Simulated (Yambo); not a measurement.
G0W0@PBEsol for NaBaIrH$_{6}$ (space group F-43m, No. 216) in Yambo (2×2×2 mesh, 7 Ry block, plasmon pole, screening fixed), without a terminator:

```tsv
bands N in G	gap Γ → X (eV)	shift of the valence edge (eV)
66	4.187	0.150
111	4.270	-0.166
173	4.334	-0.365
```

Question: Extrapolate both columns to infinite N with E(N) = E∞ + A/N, test the form, and compare with the terminator.

Answer: From two points, E∞ = (N2 E2 − N1 E1)/(N2 − N1). The two largest N give 4.45 eV for the gap and -0.72 eV for the shift; the two smallest give 4.39 eV and -0.63 eV. For the gap the slopes A are -14 and -20 eV: the form isn't reached, and its limit is uncertain. For the shift the slopes A are 51 and 62 eV: the form isn't reached, and its limit is uncertain. With the Bruneval-Gonze terminator and 173 bands the run gives 4.39 eV and -0.54 eV, 0.06 eV and 0.18 eV from the extrapolated values: the terminator too is an estimate of the remainder. Block, mesh and the bands in W are held fixed.

Spin-orbit coupling is not included.

Geometry of the Materials Project entry, not relaxed at this level; primitive cell a = b = c = 5.547 Å, α = β = γ = 60.00°.

The structure is a Materials Project entry; no match was found in the copy of COD used, and its stability was not checked.

A shift is the quasiparticle energy of the state minus its PBEsol energy.
